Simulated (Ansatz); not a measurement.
Relax this structure to zero stress and force, keeping its symmetry:

```
CELL_PARAMETERS angstrom
4.19696 0.00000 0.00000
-2.09848 3.63467 0.00000
0.00000 0.00000 6.82791
ATOMIC_POSITIONS crystal
Cd 0.33333 0.66667 0.99920
Cd 0.66667 0.33333 0.49920
S 0.33333 0.66667 0.37580
S 0.66667 0.33333 0.87580
```

Computed with DFT PBE+D3(BJ), scalar-relativistic, plane waves, PAW (Ansatz).

Settings: cutoff 420 eV, Γ-centred mesh 6×6×4 on the computed 4-atom cell, Gaussian smearing of 0.02 eV; no spin polarisation.

**Question.** What does it relax to?

**Answer.** The volume decreases by 0.95 Å³/atom to 25.09 Å³/atom, and the energy falls by 6.3 meV/atom. Final structure:
Space group P6_3mc (No. 186). a = 4.144 Å, b = 4.144 Å, c = 6.746 Å, α = 90.00°, β = 90.00°, γ = 120.00°
```tsv
atom	site	symmetry	x	y	z
Cd	2b	3m.	0.3333	0.6667	0.9993
S	2b	3m.	0.3333	0.6667	0.3757
```

Course of the relaxation (steps run on the plane waves of an earlier cell, and the basis is chosen afresh near the end, so energy and pressure can step there; trial steps that raised the energy were taken back; energies are free energies):

```csv
step,E − E_final (meV/atom),largest force component (eV/Å),P (GPa),V (Å³/atom)
1,6.3,0.001,-2.02,26.04
2,-0.2,0.002,0.18,25.00
3,-0.2,0.002,-0.01,25.09
4,0.0,0.002,-0.01,25.09
```

Cost: 1 run of about 0.32 core-minutes, on Arm Neoverse V2 (shared hosts).